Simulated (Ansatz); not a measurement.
InAs:
```
CELL_PARAMETERS angstrom
      0.00000     3.05391     3.05391
      3.05391     0.00000     3.05391
      3.05391     3.05391     0.00000
ATOMIC_POSITIONS crystal
  In 0.25000 0.25000 0.25000
  As 0.00000 0.00000 0.00000
```

Relaxed with r²SCAN. Special points in fractions of this cell's reciprocal vectors: Γ (0.000, 0.000, 0.000); X (0.500, 0.000, 0.500); U (0.625, 0.250, 0.625); K (0.375, 0.375, 0.750); L (0.500, 0.500, 0.500); W (0.500, 0.250, 0.750).

### Question
List the band energies nearest the valence-band maximum at these points for DFT-r²SCAN in the program Ansatz with PAW potentials.

### Answer
In eV from the valence-band maximum; about four levels below and three above (degenerate sets whole), none deeper than 8.9 eV; points with the same levels are listed once.

```json
[
 {"k": "Γ", "below": "0.00 0.00 0.00", "above": "0.08 4.26 4.26 4.26"},
 {"k": "X", "below": "-5.80 -2.29 -2.29", "above": "1.88 2.35 9.63"},
 {"k": "U", "below": "-5.66 -3.21 -1.92", "above": "2.43 4.56 7.74"},
 {"k": "L", "below": "-5.72 -0.97 -0.97", "above": "1.25 5.04 5.04"},
 {"k": "W", "below": "-5.65 -2.91 -2.80", "above": "4.47 4.58 5.41"}
]
```

Space group F-43m (zinc blende). The r²SCAN relaxation kept the symmetry of its start; phonons on a q-mesh show no instability. Scalar-relativistic: spin–orbit coupling is off unless named, which matters more the heavier the elements.

Potentials: the earlier of the program's two PAW sets.
